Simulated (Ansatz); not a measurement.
BaZn (Pm-3m): elasticity against pressure

```xyz
2
Lattice="3.9930 0.0000 0.0000 0.0000 3.9930 0.0000 0.0000 0.0000 3.9930" Properties=species:S:1:pos:R:3 pbc="T T T"
Ba    0.0000    0.0000    0.0000
Zn    1.9965    1.9965    1.9965
```

This is the zero-pressure cell. At each pressure cell and atoms are relaxed in this structure, and the constants are slopes of the stress at strains of ±0.005 with relaxed ions (the coefficients that govern stability under load). Level: PBEsol, PAW on Ansatz 0.2.0's default frozen-core files (fitted under PBE), scalar-relativistic; k mesh 12×12×12, strains of ±0.005, Fermi-Dirac smearing of 0.100 eV, cutoff 420 eV. P is the pressure of the relaxed cell, less that of this one.

```tsv
P (GPa)	V/V₀	C11 (GPa)	C12 (GPa)	C44 (GPa)
0.00	1.0000	40.2	16.5	20.0
1.03	0.9618	44.3	20.6	22.5
2.00	0.9315	48.0	24.4	24.7
4.00	0.8809	55.0	32.1	28.9
6.97	0.8245	64.5	43.0	34.4
9.98	?	?	?	?
14.99	0.7257	86.5	72.4	46.6
```

Q: Does the bulk modulus from the constants agree with the pressure-volume curve?

A: A third-order Birch-Murnaghan fit to the volumes shown (F against f, f = [(V₀/V)^(2/3) − 1]/2) gives B₀ = 24.4 GPa and B′ = 4.0. Its −V dP/dV stands beside (C11 + 2C12)/3:

```csv
P (GPa),from P(V),from the constants
0.00,24.4,24.4
1.03,28.5,28.5
2.00,32.2,32.3
4.00,39.6,39.7
6.97,50.2,50.2
14.99,77.3,77.1
```

Q: What are the pressure derivatives at zero pressure?

A: Slopes at V₀ of quadratic fits in −ln(V/V₀) through the first four rows shown, divided by B₀: dC11/dP = 4.2, dC12/dP = 4.0, dC44/dP = 2.5. The mean slopes up to 2.0 GPa are 3.9, 4.0, 2.4; curvature and scatter of the constants part the two. The combination (dC11/dP + 2 dC12/dP)/3 = 4.1 stands against B′.

Q: Fill the row at 9.98 GPa.

A: Cubic fits in −ln(V/V₀) through all rows shown give C11 = 73.2, C12 = 54.1, C44 = 39.4 GPa. Computed: V/V₀ = 0.7806, C11 (GPa) = 73.3, C12 (GPa) = 54.0, C44 (GPa) = 39.4.

Q: Does a shear stiffness soften?

A: C44 goes from 20.0 to 46.6 GPa; (C11 − C12)/2 goes from 11.9 to 7.1 GPa. (C11 − C12)/2 softens under pressure, though the lattice stays mechanically stable over this range.

Limits of these numbers: the structure is a database entry and needn't be the stable phase; no other phase was computed; many crystals of this kind change structure within this range, and rows or crossings beyond such a change describe a metastable lattice; frozen-core PAW files fitted under PBE, their cores solved anew for the functional of the run; responses of metals move with mesh and smearing; phonons weren't checked at these pressures.
